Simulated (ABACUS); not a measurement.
A self-consistent single point of SnGeSe2 (Pmc2_1, 8 atoms in the cell; from Materials Project mp-1218835, changed as shown).

```yaml
crystal:
  lattice:
    - [3.97278, 0.00000, 0.00000]
    - [0.00000, 4.69258, 0.00000]
    - [0.00000, 0.00000, 11.40859]
  atoms:
    - { symbol: Sn, position: [0.50000, 0.36605, 0.38335] }
    - { symbol: Sn, position: [0.50000, 0.63395, 0.88335] }
    - { symbol: Ge, position: [0.00000, 0.12293, 0.62746] }
    - { symbol: Ge, position: [0.00000, 0.87707, 0.12746] }
    - { symbol: Se, position: [0.00000, 0.23593, 0.84558] }
    - { symbol: Se, position: [0.00000, 0.76407, 0.34558] }
    - { symbol: Se, position: [0.50000, 0.23363, 0.14361] }
    - { symbol: Se, position: [0.50000, 0.76637, 0.64361] }
```

Method: ABACUS with PBEsol, numerical atomic orbitals DZP (confined pseudo-atomic orbitals with Gaussian additions; energy shift 0.01 Ry), PseudoDojo 0.4 standard norm-conserving PBEsol (tails mended) pseudopotentials.

ABACUS settings:

* **basis**: DZP numerical atomic orbitals, energy shift 0.01 Ry
* **KPT**: Gamma 4 4 2 0 0 0
* **basis_type**: lcao
* **ecutwfc**: 100 Ry
* **smearing_method**: fd
* **smearing_sigma**: 0.000734986 Ry
* **potentials**: PseudoDojo 0.4 standard norm-conserving PBEsol (tails mended)
* **symmetry**: 1
* **symmetry_prec**: 1e-05
* **ks_solver**: scalapack_gvx
* **scf_nmax**: 100
* **scf_thr**: 1.0e-06
* **mixing_type**: broyden
* **mixing_beta**: 0.4

Task: Estimate, at this level of theory: gap on the k-point mesh, pressure and largest force (vector length).

Result: The run gave:

```
Quantity                           Result
-----------------------------  ----------
Gap on the k-point mesh           0.83 eV
Pressure                        -2.22 GPa
Largest force (vector length)  0.260 eV/Å
```

Gaps are taken between levels on the mesh.

For comparison: a first run was changed to give this one (volume scaled by 1.01), and from it to this one the free energy goes up by 3.2 meV/atom, the pressure goes from -1.70 to -2.22 GPa, the largest force goes from 0.332 to 0.260 eV/Å and the gap on the mesh hardly changes (0.836 to 0.829 eV).

The atom-centred basis is finite, which shifts total energies, pressures, gaps and forces against plane waves. The structure comes from a collection of computed structures, made at another level of theory; the collection holds predicted forms beside known ones.

Cost on one core: about 60 core-seconds (a rough figure).

The atomic orbitals were generated for these runs; they are not ABACUS's published sets and were checked against plane waves on a few crystals only.

“Tails mended”: in these copies of the files the far tail of each local potential was reset to the Coulomb form.
